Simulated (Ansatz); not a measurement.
AlN (wurtzite, P6_3mc), the program Ansatz at the PBE level (PAW). The conduction-band minimum lies at Γ, with 1 equivalent valley. Second derivatives d²E/dk² of the lowest band at one valley (eV·Å²), along Cartesian directions:

```
direction  d²E/dk²
---------  -------
[100]        25.76
[010]        25.76
[001]        27.04
[110]        25.76
[101]        26.40
[011]        26.40
```

Question: Find the principal effective masses, the density-of-states mass and the conductivity mass.

Answer: Off-diagonal terms follow from H_xy = H[110] − (H_xx + H_yy)/2, and m*/mₑ = 7.620 eV·Å² over each eigenvalue: 0.28, 0.30, 0.30. One valley's DOS mass (m₁m₂m₃)^(1/3) = 0.29, conductivity mass 3/(Σ 1/mᵢ) = 0.29 mₑ.

Question: What effective density of states Nc follows at 300 K for parabolic valleys?

Answer: Nc = 2.509e19 × 1 × (0.29)^(3/2) ≈ 3.9e18 cm⁻³.

Question: With the computed static dielectric constant 8.81 (mean of the diagonal), estimate a hydrogenic donor's binding energy and radius.

Answer: E = 13.606 eV × 0.29/8.81² ≈ 51 meV; a = 0.529 Å × ε/m* ≈ 16 Å. Semilocal masses tend to be too small where the gap is.

The PBE relaxation kept the symmetry of its start; phonons on a q-mesh show no instability.

Potentials: the later of the program's two PAW sets.
